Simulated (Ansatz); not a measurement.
ZrMo:
```
CELL_PARAMETERS angstrom
      0.00000     2.71081     2.71081
      2.71081     0.00000     2.71081
      2.71081     2.71081     0.00000
ATOMIC_POSITIONS crystal
  Mo 0.00000 0.00000 0.00000
  Zr 0.50000 0.50000 0.50000
```

Relaxed with PBEsol. Special points in fractions of this cell's reciprocal vectors: Γ (0.000, 0.000, 0.000); X (0.500, 0.000, 0.500); U (0.625, 0.250, 0.625); K (0.375, 0.375, 0.750); L (0.500, 0.500, 0.500); W (0.500, 0.250, 0.750).

### Question
List the band energies nearest the Fermi level at these points for DFT-PBEsol with spin–orbit coupling in the program Ansatz with PAW potentials.

### Answer
In eV from the Fermi level; about four levels below and three above (degenerate sets whole), none deeper than 8.9 eV; points with the same levels are listed once.

| k | below | above |
|---|---|---|
| Γ | -2.52 -2.52 -2.52 -2.52 -2.45 -2.45 | 5.35 5.35 5.35 5.35 |
| X | -1.86 -1.86 -0.98 -0.98 | 0.68 0.68 1.06 1.06 |
| U | -1.16 -1.16 -1.04 -1.04 | 0.56 0.56 2.48 2.48 |
| L | -0.43 -0.43 -0.35 -0.35 | 0.74 0.74 0.78 0.78 |
| W | -1.70 -1.70 -1.53 -1.53 | 0.43 0.43 1.14 1.14 |

Space group Fm-3m (rock salt). The start of the workflow was typed in or built on a structure type; neither database checked (COD, Materials Project) lists it. Its standing as an ambient phase is unchecked. The PBEsol relaxation kept the symmetry of its start. At this level the phase is mechanically unstable. The run is not spin-polarised. Its formation energy is positive at this level, so the cell may be metastable or incomplete.

Potentials: the earlier of the program's two PAW sets. The files were generated under PBE; for other functionals the program regenerates the frozen cores, and for LDA and PBEsol the local potential too.
